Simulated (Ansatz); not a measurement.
ScCd3:
Space group P6₃/mmc (No. 194); a = b = 6.339 Å, c = 4.848 Å, α = β = 90.00°, γ = 120.00°

```
atom  site  symmetry       x       y       z
----  ----  --------  ------  ------  ------
Sc      2c      -6m2  0.3333  0.6667  0.2500
Cd      6h       mm2  0.3325  0.1662  0.2500
```

Relaxed with r²SCAN.

Question: Which orbitals make up the states near the Fermi level in DFT-r²SCAN in the program Ansatz with PAW potentials?

Answer: Within 0.5 eV of the Fermi level: Sc 3d 63 %, outside the projected shells 29 %. Projections are on Löwdin-orthogonalised atomic valence shells; empty p or d shells of many metals are not among them.

Question: Tabulate the density of states.

Answer: States/eV per cell of 8 atoms, in 0.25 eV bins, energy from the Fermi level.

```
E (eV)  total  Sc 3d  Cd 5s  Sc 4s
------  -----  -----  -----  -----
-7.85    0.77   0.00   0.54   0.17
-7.60    0.91   0.01   0.65   0.18
-7.35    1.14   0.01   0.85   0.19
-7.10    1.06   0.01   0.81   0.15
-6.85    0.95   0.02   0.70   0.16
-6.60    1.09   0.02   0.77   0.22
-6.35    1.32   0.04   0.91   0.26
-6.10    1.35   0.04   0.95   0.25
-5.85    1.48   0.06   1.04   0.26
-5.60    1.51   0.06   1.05   0.27
-5.35    1.80   0.09   1.27   0.28
-5.10    1.63   0.09   1.14   0.24
-4.85    1.83   0.12   1.27   0.25
-4.60    2.00   0.16   1.39   0.23
-4.35    2.02   0.21   1.36   0.22
-4.10    1.87   0.23   1.19   0.21
-3.85    1.87   0.23   1.19   0.20
-3.60    2.40   0.31   1.52   0.23
-3.35    2.60   0.40   1.59   0.21
-3.10    2.44   0.45   1.41   0.19
-2.85    2.09   0.43   1.12   0.16
-2.60    2.42   0.54   1.13   0.24
-2.35    2.57   0.63   1.07   0.27
-2.10    2.32   0.62   0.81   0.27
-1.85    2.87   0.86   0.88   0.30
-1.60    3.08   0.99   0.76   0.34
-1.35    3.57   1.14   0.56   0.35
-1.10    3.75   1.35   0.42   0.28
-0.85    3.89   1.66   0.33   0.21
-0.60    3.96   1.97   0.27   0.18
-0.35    4.05   2.32   0.20   0.15
-0.10    4.64   2.96   0.19   0.12
0.15     4.42   2.93   0.12   0.09
0.40     4.55   3.04   0.16   0.09
0.65     2.86   1.99   0.09   0.10
0.90     3.79   2.77   0.09   0.15
1.15     6.72   4.72   0.48   0.44
1.40     6.06   4.72   0.20   0.38
1.65    10.39   8.28   0.27   0.48
1.90     7.44   5.42   0.37   0.46
2.15     8.51   5.87   0.63   0.43
2.40     5.33   3.50   0.31   0.25
2.65     5.35   3.06   0.44   0.28
2.90     4.00   1.97   0.48   0.20
3.15     2.45   0.97   0.55   0.08
3.40     4.25   1.40   1.67   0.19
3.65     6.27   1.99   2.10   0.60
3.90     5.84   1.61   1.53   0.31
4.15     5.26   1.21   1.20   0.24
4.40     5.29   0.91   0.93   0.31
4.65     4.65   0.67   0.56   0.20
```

Space group P6_3/mmc. The workflow started from a Materials Project entry (that database holds measured and hypothetical structures alike); the Crystallography Open Database files this formula in space group No. 194, but the cells were not matched. Its standing as an ambient phase is unchecked. The r²SCAN relaxation kept the symmetry of its start; whether a distortion lowers the energy is not shown. The run is not spin-polarised. Axis ratios of metals converge slowly with the k-mesh, so a and c are less sure than the volume. Scalar-relativistic: spin–orbit coupling is off unless named, which matters more the heavier the elements.

Potentials: the later of the program's two PAW sets.
